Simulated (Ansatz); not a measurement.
Relaxed-ion elastic tensor of ZnF$_{2}$ (rutile, P4_2/mnm) in GPa (Voigt order), plane-wave PAW PBEsol (Ansatz code); density 4.93 g/cm³, 11.60 Å³ per atom.

```tsv
	1	2	3	4	5	6
1	125	95.8	93.6	0.0	0.0	0.0
2	95.8	125	93.6	0.0	0.0	0.0
3	93.6	93.6	198	0.0	0.0	0.0
4	0.0	0.0	0.0	34.6	0.0	0.0
5	0.0	0.0	0.0	0.0	34.6	0.0
6	0.0	0.0	0.0	0.0	0.0	81.0
```

### Question
Is the crystal mechanically stable?

### Answer
Yes: the smallest eigenvalue of C is 29.5 GPa.

### Question
Work out the Voigt, Reuss and Hill averages.

### Answer
K_V = 113, K_R = 108, K_H = 110; G_V = 41.1, G_R = 30.5, G_H = 35.8 GPa.

### Question
Give Young's modulus, Poisson's ratio, Pugh's ratio and the universal anisotropy index.

### Answer
E = 9KG/(3K + G) = 97.0 GPa; ν = 0.35; K/G = 3.08 (ductile by the Pugh limit of 1.75); A_U = 5G_V/G_R + K_V/K_R − 6 = 1.77.

### Question
Estimate the sound speeds and the Debye temperature.

### Answer
v_l = √((K + 4G/3)/ρ) = 5660 m/s, v_t = √(G/ρ) = 2700 m/s, mean 3030 m/s; Θ = (h/k)(3n/4πV)^(1/3) v_m = 399 K.

### Question
Solve the Christoffel equation for the three sound speeds along x, y, z.

### Answer
Eigenvalues of C_ijkl n_j n_l equal ρv². In km/s, slowest first: x 2.65, 4.05, 5.04; y 2.65, 4.05, 5.04; z 2.65, 2.65, 6.34.

### Question
How much does each axis shrink under pressure?

### Answer
Linear compressibilities β_i = Σ_j S_ij (j = 1 to 3): x 4.0, y 4.0, z 1.3 per TPa.

The cell was relaxed with PBEsol under the symmetry of its start; of distortions, only those at the zone centre were tested.

Potentials: the later of the program's two PAW sets.
